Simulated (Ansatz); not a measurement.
# NMR crystallography of AlN with vanadium replacing Al: given against relaxed positions

Start: a supercell of AlN (wurtzite type, P6_3mc) built from a structure deposited in the COD (the entry's cell lengths or inner coordinates differ somewhat from later room-temperature determinations), with all atoms left at the host's positions.

```
V Al N
1.0
     9.33900    0.00000    0.00000
    -3.11300    5.39187    0.00000
     0.00000    0.00000    9.96200
V Al N
1 23 24
Direct
  0.11111 0.33333 0.00000
  0.11111 0.33333 0.50000
  0.11111 0.83333 0.00000
  0.11111 0.83333 0.50000
  0.44444 0.33333 0.00000
  0.44444 0.33333 0.50000
  0.44444 0.83333 0.00000
  0.44444 0.83333 0.50000
  0.77778 0.33333 0.00000
  0.77778 0.33333 0.50000
  0.77778 0.83333 0.00000
  0.77778 0.83333 0.50000
  0.22222 0.16667 0.25000
  0.22222 0.16667 0.75000
  0.22222 0.66667 0.25000
  0.22222 0.66667 0.75000
  0.55556 0.16667 0.25000
  0.55556 0.16667 0.75000
  0.55556 0.66667 0.25000
  0.55556 0.66667 0.75000
  0.88889 0.16667 0.25000
  0.88889 0.16667 0.75000
  0.88889 0.66667 0.25000
  0.88889 0.66667 0.75000
  0.11111 0.33333 0.19000
  0.11111 0.33333 0.69000
  0.11111 0.83333 0.19000
  0.11111 0.83333 0.69000
  0.44444 0.33333 0.19000
  0.44444 0.33333 0.69000
  0.44444 0.83333 0.19000
  0.44444 0.83333 0.69000
  0.77778 0.33333 0.19000
  0.77778 0.33333 0.69000
  0.77778 0.83333 0.19000
  0.77778 0.83333 0.69000
  0.22222 0.16667 0.44000
  0.22222 0.16667 0.94000
  0.22222 0.66667 0.44000
  0.22222 0.66667 0.94000
  0.55556 0.16667 0.44000
  0.55556 0.16667 0.94000
  0.55556 0.66667 0.44000
  0.55556 0.66667 0.94000
  0.88889 0.16667 0.44000
  0.88889 0.16667 0.94000
  0.88889 0.66667 0.44000
  0.88889 0.66667 0.94000
```

Sites (sets of like atoms) are named by element and the number of their first atom in this list.

Level of theory: DFT, PBE, plane waves and PAW, scalar-relativistic, collinear spin, 420 eV cutoff, Γ-centred 3×4×2 k-points, Fermi–Dirac smearing 0.01 eV (Ansatz 0.2.0). Start moments as typed (μB): 2 on each V, none on the rest.

The largest force at the start is 1.8 eV/Å. Relaxing the ions at fixed cell moves them by 0.088 Å at most (atom 46, N) and 0.026 Å rms.

```tsv
site	atom	moved (Å)	first shell before	first shell after	V_zz before (10²¹ V/m²)	η before
V	1	0.068	4 N at 1.89 Å	4 N at 1.95–2.01 Å	-0.49	0.06
Al2	2	0.001	4 N at 1.89 Å	4 N at 1.89–1.92 Å	0.32	0.00
Al13	13	0.003	4 N at 1.89 Å	4 N at 1.88–1.91 Å	0.31	0.26
Al14	14	0.026	4 N at 1.89 Å	4 N at 1.89 Å	0.35	0.14
Al16	16	0.026	4 N at 1.89 Å	4 N at 1.89–1.90 Å	0.35	0.14
Al15	15	0.003	4 N at 1.89 Å	4 N at 1.88–1.91 Å	0.31	0.26
Al21	21	0.002	4 N at 1.89 Å	4 N at 1.88–1.91 Å	0.30	0.28
Al22	22	0.028	4 N at 1.89 Å	4 N at 1.89–1.90 Å	0.35	0.13
N25	25	0.049	1 V at 1.89 Å, 3 Al at 1.89 Å	3 Al at 1.88 Å, 1 V at 2.01 Å	-0.69	0.02
N38	38	0.072	3 Al at 1.89 Å, 1 V at 1.89 Å	3 Al at 1.87–1.89 Å, 1 V at 1.95 Å	-0.72	0.49
N40	40	0.076	3 Al at 1.89 Å, 1 V at 1.89 Å	3 Al at 1.88–1.89 Å, 1 V at 1.95 Å	-0.72	0.48
N42	42	0.013	4 Al at 1.89 Å	4 Al at 1.88–1.90 Å	-0.12	0.31
N46	46	0.088	3 Al at 1.89 Å, 1 V at 1.89 Å	3 Al at 1.88–1.89 Å, 1 V at 1.96 Å	-0.70	0.42
```

(1) How do the gradients change?

Answers

(1) 

```json
{"site": "V", "atom": "1", "V_zz after": "-0.33", "η after": "0.67", "change of V_zz": "+0.16"}
{"site": "Al2", "atom": "2", "V_zz after": "0.93", "η after": "0.02", "change of V_zz": "+0.61"}
{"site": "Al13", "atom": "13", "V_zz after": "0.62", "η after": "0.46", "change of V_zz": "+0.31"}
{"site": "Al14", "atom": "14", "V_zz after": "0.63", "η after": "0.36", "change of V_zz": "+0.28"}
{"site": "Al16", "atom": "16", "V_zz after": "0.62", "η after": "0.37", "change of V_zz": "+0.27"}
{"site": "Al15", "atom": "15", "V_zz after": "0.64", "η after": "0.44", "change of V_zz": "+0.33"}
{"site": "Al21", "atom": "21", "V_zz after": "0.64", "η after": "0.42", "change of V_zz": "+0.34"}
{"site": "Al22", "atom": "22", "V_zz after": "0.63", "η after": "0.43", "change of V_zz": "+0.28"}
{"site": "N25", "atom": "25", "V_zz after": "0.067", "η after": "0.54", "change of V_zz": "+0.76"}
{"site": "N38", "atom": "38", "V_zz after": "-0.49", "η after": "0.81", "change of V_zz": "+0.23"}
{"site": "N40", "atom": "40", "V_zz after": "-0.51", "η after": "0.95", "change of V_zz": "+0.21"}
{"site": "N42", "atom": "42", "V_zz after": "-0.34", "η after": "0.23", "change of V_zz": "–"}
{"site": "N46", "atom": "46", "V_zz after": "0.44", "η after": "0.95", "change of V_zz": "–"}
```

The largest change of V_zz along a kept axis is on N25, from -0.69 to 0.067. In per cent, |V_zz| changes by -32 to -30 on N (all sites that start above 0.5, bar those whose gradient vanishes or changes sign or whose main axis turns by over 40°). Where |V_zz| stays above 0.1 and the axes keep their order, η moves most on V, from 0.06 to 0.67. On Al16, Al14, Al22, Al15, Al13, Al21 V_xx and V_yy change places (or their axes turn by over 50°), so the two values of η hide a larger change. V_zz changes sign on N25 (same axis), N31 (axis turned by 41°) (not all in the table). On N46, N42, N44, N48, N29, N35, N34, N30 and 6 more sites (not all in the table) the largest principal value lies along another axis in the second run, so the two V_zz can't be compared directly. The table leaves out 35 of the 48 sites, with |V_zz| up to 0.57; their tensors move by 0.37 at most along any direction. The statements above cover all sites.

The defect repeats with the cell of 48 atoms, so it feels its images: sites between two images don't show the values beside a lone defect, and zeros or small values of η there can come from the images' arrangement. Al and N carry a gradient in the pure host already, so the values there aren't the defect's effect alone. The cell keeps the host's lattice, where the PBE pressure is 5 GPa.
Before: With a gap of 0.8 eV on this mesh, small gradients can still move by 0.1 × 10²¹ V/m² or more as the k-mesh gets denser. The neighbours have not yet relaxed around the defect (largest force 1.8 eV/Å), so a real crystal will differ.
After: With a gap of 0.9 eV on this mesh, small gradients can still move by 0.1 × 10²¹ V/m² or more as the k-mesh gets denser.
